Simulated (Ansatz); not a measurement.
C:
```yaml
crystal:
  lattice:
    - [4.80897, 0.00000, 0.00000]
    - [0.00000, 4.80897, 0.00000]
    - [0.00000, 0.00000, 4.80897]
  atoms:
    - { symbol: C, position: [0.00000, 0.00000, 0.00000] }
    - { symbol: C, position: [0.50000, 0.50000, 0.50000] }
    - { symbol: C, position: [0.17798, 0.17798, 0.17798] }
    - { symbol: C, position: [0.32202, 0.32202, 0.32202] }
    - { symbol: C, position: [0.17798, 0.82202, 0.82202] }
    - { symbol: C, position: [0.32202, 0.67798, 0.67798] }
    - { symbol: C, position: [0.82202, 0.17798, 0.82202] }
    - { symbol: C, position: [0.67798, 0.32202, 0.67798] }
    - { symbol: C, position: [0.82202, 0.82202, 0.17798] }
    - { symbol: C, position: [0.67798, 0.67798, 0.32202] }
```

Relaxed with r²SCAN.

Task: Map the valence electron density (e/Å³), cut off at 2 on the plane through (0.000, 0.000, 0.000) spanned by u = [1, 0, 0] and v = [0, 1, 1] in lattice vectors, from the program Ansatz at the r²SCAN level (PAW).

Result: x is the fraction of u, y of v (the angle between them is 90°; rows are the nearest grid lines); atoms in the plane: C at (0.00, 0.00), C at (0.50, 0.50), C at (0.18, 0.18), C at (0.32, 0.32), C at (0.18, 0.82), C at (0.32, 0.68).
```
y \ x   0.000  0.0833  0.167  0.292  0.375  0.458  0.542  0.625  0.708  0.833  0.917   1.00
------  -----  ------  -----  -----  -----  -----  -----  -----  -----  -----  -----  -----
1.00     1.65    1.58  0.705  0.140  0.052  0.025  0.025  0.052  0.140  0.705   1.58   1.65
0.912    1.27    1.79   1.42  0.452  0.159  0.055  0.029  0.037  0.078  0.286  0.641   1.27
0.853   0.659    1.63   1.82   1.12  0.403  0.128  0.044  0.026  0.035  0.091  0.222  0.659
0.765   0.290   0.999   2.00   2.00   1.24  0.408  0.108  0.031  0.016  0.024  0.073  0.290
0.706   0.151   0.512   1.41   2.00   1.63  0.733  0.194  0.053  0.023  0.019  0.043  0.151
0.618   0.051   0.147  0.448   1.44   1.95   1.33  0.583  0.243  0.111  0.039  0.029  0.051
0.529   0.023   0.039  0.102  0.474   1.23   1.84   1.59   1.01  0.373  0.079  0.033  0.023
0.471   0.023   0.039  0.102  0.474   1.23   1.84   1.59   1.01  0.373  0.079  0.033  0.023
0.382   0.051   0.147  0.448   1.44   1.95   1.33  0.583  0.243  0.111  0.039  0.029  0.051
0.294   0.151   0.512   1.41   2.00   1.63  0.733  0.194  0.053  0.023  0.019  0.043  0.151
0.235   0.290   0.999   2.00   2.00   1.24  0.408  0.108  0.031  0.016  0.024  0.073  0.290
0.147   0.659    1.63   1.82   1.12  0.403  0.128  0.044  0.026  0.035  0.091  0.222  0.659
0.0882   1.27    1.79   1.42  0.452  0.159  0.055  0.029  0.037  0.078  0.286  0.641   1.27
0.000    1.65    1.58  0.705  0.140  0.052  0.025  0.025  0.052  0.140  0.705   1.58   1.65
```

The density is the valence pseudo-density with augmentation charge, so density and ELF within about 1 Å of a nucleus are not all-electron values.

Space group Pn-3m. The start of the workflow was typed in or built on a structure type; neither database checked (COD, Materials Project) lists it. It is not the phase usual at ambient conditions (space group No. 194, 227). Symmetry was held in the r²SCAN relaxation; whether a distortion lowers the energy is not shown.

Potentials: the later of the program's two PAW sets.
